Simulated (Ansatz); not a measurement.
Ta₃Sn:
```xyz
8
Lattice="5.2603 0.0000 0.0000 0.0000 5.2603 0.0000 0.0000 0.0000 5.2603" Properties=species:S:1:pos:R:3 pbc="T T T"
Sn     0.0000     0.0000     0.0000
Sn     2.6301     2.6301     2.6301
Ta     1.3151     0.0000     2.6301
Ta     2.6301     3.9452     0.0000
Ta     3.9452     0.0000     2.6301
Ta     2.6301     1.3151     0.0000
Ta     0.0000     2.6301     3.9452
Ta     0.0000     2.6301     1.3151
```

Relaxed with PBEsol. Special points in fractions of this cell's reciprocal vectors: Γ (0.000, 0.000, 0.000); X (0.000, 0.500, 0.000); M (0.500, 0.500, 0.000); R (0.500, 0.500, 0.500).

Task: List the band energies nearest the Fermi level at these points for PBEsol with spin–orbit coupling (plane waves, PAW; program Ansatz).

Result: In eV from the Fermi level; about four levels below and three above (degenerate sets whole), none deeper than 8.9 eV; points with the same levels are listed once.

| k | below | above |
|---|---|---|
| Γ | -0.05 -0.05 -0.05 -0.05 | 1.86 1.86 2.87 2.87 |
| X | -0.60 -0.60 -0.60 -0.60 | 1.78 1.78 1.78 1.78 |
| M | -1.10 -1.10 -0.13 -0.13 | 0.04 0.04 0.12 0.12 |
| R | -1.50 -1.50 -1.50 -1.50 -1.50 -1.50 -1.50 -1.50 | 0.06 0.06 0.06 0.06 0.06 0.06 0.06 0.06 0.06 0.06 0.06 0.06 |

Space group Pm-3n (A15 (Cr3Si type)). The workflow started from an entry of the Crystallography Open Database (COD). Whether it is the stable phase at ambient conditions was not checked. The PBEsol relaxation kept the symmetry of its start; whether a distortion lowers the energy is not shown. No spin polarisation was allowed.

Potentials: the later of the program's two PAW sets.
